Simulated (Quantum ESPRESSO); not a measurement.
# Al2SiZnN4: convergence and cost over cutoff and k mesh

A calculation, not a measurement. The program is pw.x of Quantum ESPRESSO 7.5 (plane-wave density functional theory). The cell is made up: 8 atoms on a zincblende/diamond lattice, with randomly drawn elements, strain and displacements, not relaxed. PseudoDojo standard norm-conserving files (v0.5 for PBE, v0.4.1 for LDA and PBEsol) set the functional; there is no spin polarisation, spin-orbit coupling or dispersion term, and the masses in the input are unused placeholders.

Input of the run in row 4:

```
&control calculation='scf', pseudo_dir='./dojo.nc.sr.pbe.v0_5.standard.upf', outdir='./o', disk_io='low', tprnfor=.true., tstress=.true. /
&system ibrav=0, nat=8, ntyp=4, nbnd=31, ecutwfc=84.00895049, nosym=.true., tot_charge=0,
 occupations='smearing', smearing='fd', degauss=0.0018374661
/
&electrons conv_thr=7.350e-09, electron_maxstep=60, /
ATOMIC_SPECIES
Al 1.0 Al.upf
N 1.0 N.upf
Si 1.0 Si.upf
Zn 1.0 Zn.upf
CELL_PARAMETERS angstrom
4.2653 -0.0642 0.015
-0.0642 4.439 0.0114
0.015 0.0114 4.3762
ATOMIC_POSITIONS angstrom
Al 0.0473 -0.066 0.0349
Si -0.076 2.0946 2.1859
Zn 2.1 0.0599 2.294
Al 2.1783 2.1073 0.0552
N 1.0275 1.2059 1.1312
N 1.1973 3.3741 3.3544
N 3.3171 1.1832 3.1656
N 3.0045 3.229 1.1061
K_POINTS automatic
4 4 4 1 1 1
```

The same cell was run at these settings. Meshes are shifted by half a step, and differences are from the last row, which is itself not exact.

```
cutoff (eV)     k mesh  k points solved  threshold (eV)  free energy less the last row's (eV)  pressure (GPa)  largest stress difference (GPa)  largest force difference (eV/Å)  iterations  wall time (s)  k-point pools                  processor
        800  2 x 2 x 2                4           1e-04                                 1.757          -12.90                            27.08                            0.125           8              7              4  Intel Xeon, 2023 or later
       1143  2 x 2 x 2                4           1e-07                                 0.202           14.09                             0.32                            0.109          12             10              4  Intel Xeon, 2023 or later
        825  4 x 4 x 4               32           1e-07                                 1.014           -5.07                            18.99                            0.031          12             18              4  Intel Xeon, 2023 or later
       1143  4 x 4 x 4               32           1e-07                                 0.002           13.87                             0.01                            0.001          12             27              4  Intel Xeon, 2023 or later
       1437  6 x 6 x 6              108           1e-07                                 0.000           13.85                             0.00                            0.000          12            114              4  Intel Xeon, 2023 or later
```

Each pool is one process. Wall times include start-up and a band step at six k points, which weighs most on the coarsest meshes. The runs were on shared virtual cores whose load varied, so times are rough.